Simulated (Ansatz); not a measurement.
# Piezoelectric tensor of AlGa2P3

The calculation used DFT PBE, scalar-relativistic, plane waves, PAW (Ansatz). Settings: 420 eV plane-wave cutoff, Γ-centred 12×12×2 mesh, fixed occupations. No spin polarisation.

Relaxed structure:
```
Al Ga P
1.0
     3.88382    0.00000    0.00000
    -1.94191    3.36348    0.00000
     0.00000    0.00000   19.17948
Al Ga P
2 4 6
Direct
  0.66667 0.33333 0.83300
  0.33333 0.66667 0.33300
  0.66667 0.33333 0.16677
  0.66667 0.33333 0.50004
  0.33333 0.66667 0.00004
  0.33333 0.66667 0.66677
  0.66667 0.33333 0.29163
  0.66667 0.33333 0.62480
  0.66667 0.33333 0.95775
  0.33333 0.66667 0.12480
  0.33333 0.66667 0.45775
  0.33333 0.66667 0.79163
```

The structure comes from a generated guess, relaxed at this level; another structure or a mixture of phases may lie lower.

(1) Give the relaxed-ion proper piezoelectric stress tensor e_iJ (C/m², Voigt columns xx yy zz yz xz xy).

(2) With the elastic constants (GPa, Voigt order)
C11 = 149.7, C12 = 49.8, C13 = 33.8, C22 = 149.7, C23 = 33.8, C33 = 172.6, C44 = 39.9, C55 = 39.9, C66 = 50.0 GPa; the others vanish.
find the strain coefficients d = e·C⁻¹ (pC/N).

Results:

(1)
```
x    0.000  0.000  0.000  0.000  0.015  0.000
y    0.000  0.000  0.000  0.015  0.000  0.000
z    0.010  0.010 -0.147  0.000  0.000  0.000
```
Signs follow the orientation of the cell as given.

(2)
```
x    0.00  0.00  0.00  0.00  0.37  0.00
y    0.00  0.00  0.00  0.37  0.00  0.00
z    0.21  0.21 -0.93  0.00  0.00  0.00
```
